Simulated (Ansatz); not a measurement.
# Eigenvalues along a path: O (sc type)

```yaml
crystal:
  lattice:
    - [1.94066, 0.00000, 0.00000]
    - [0.00000, 1.94066, 0.00000]
    - [0.00000, 0.00000, 1.94066]
  atoms:
    - { symbol: O, position: [0.00000, 0.00000, 0.00000] }
```

The cell comes from a relaxation on PAW files under the same functional, begun from a prototype that needn't be the stable phase.

Level of theory: DFT with LDA, scalar-relativistic, in Ansatz 0.2.0; a Γ-centred 18×18×18 k mesh, Fermi–Dirac smearing of 0.05 eV, no spin polarisation. LAPW: all electrons, basis error target 1 meV/atom.

Path points, in fractions of the reciprocal vectors: Γ (0.000, 0.000, 0.000), X (0.000, 0.500, 0.000), M (0.500, 0.500, 0.000), R (0.500, 0.500, 0.500). The distance column jumps between branches of the path. Levels in eV from the Fermi level; bands 2 to 5, counted from the lowest band of the run. The gap is zero, the pressure -0.02 GPa.

```
# k(1/Å) point b2 b3 b4 b5
0.000 Γ -23.07 1.12 1.12 1.12
0.231 - -22.94 0.53 1.17 1.17
0.463 - -22.54 -1.01 1.32 1.32
0.694 - -21.90 -3.06 1.54 1.54
0.925 - -21.07 -5.25 1.79 1.79
1.156 - -20.16 -7.24 2.02 2.02
1.388 - -19.38 -8.71 2.18 2.18
1.619 X -19.05 -9.27 2.24 2.24
1.850 - -18.93 -9.15 1.80 2.29
2.081 - -18.57 -8.81 0.61 2.41
2.313 - -18.00 -8.27 -1.05 2.59
2.544 - -17.27 -7.62 -2.86 2.79
2.775 - -16.47 -6.95 -4.53 2.98
3.006 - -15.80 -6.44 -5.78 3.11
3.238 M -15.52 -6.25 -6.25 3.16
3.565 - -16.08 -5.98 -5.95 3.06
3.892 - -17.47 -5.18 -5.12 2.79
4.219 - -19.16 -3.93 -3.88 2.38
4.546 - -20.75 -2.36 -2.36 1.93
4.873 - -22.01 -0.75 -0.72 1.51
5.200 - -22.80 0.58 0.60 1.22
5.527 Γ -23.07 1.12 1.12 1.12
5.928 - -22.67 0.63 0.66 0.66
6.328 - -21.49 -0.47 -0.46 -0.46
6.729 - -19.64 -1.73 -1.73 -1.64
7.129 - -17.35 -2.80 -2.80 -2.57
7.530 - -14.99 -3.52 -3.52 -3.26
7.930 - -13.10 -3.90 -3.90 -3.79
8.331 R -12.35 -4.02 -4.02 -4.02
8.658 - -12.85 -4.29 -3.78 -3.69
8.985 - -14.08 -5.05 -3.07 -2.85
9.312 - -15.57 -6.14 -1.97 -1.70
9.639 - -16.98 -7.33 -0.62 -0.39
9.966 - -18.10 -8.35 0.76 0.89
10.293 - -18.81 -9.04 1.83 1.87
10.620 X -19.05 -9.27 2.24 2.24
12.910 R -12.35 -4.02 -4.02 -4.02
13.141 - -12.60 -4.15 -4.15 -3.61
13.372 - -13.20 -4.50 -4.50 -2.53
13.603 - -13.92 -4.98 -4.98 -1.08
13.835 - -14.57 -5.47 -5.47 0.45
14.066 - -15.09 -5.88 -5.88 1.83
14.297 - -15.41 -6.15 -6.15 2.80
14.528 M -15.52 -6.25 -6.25 3.16
```
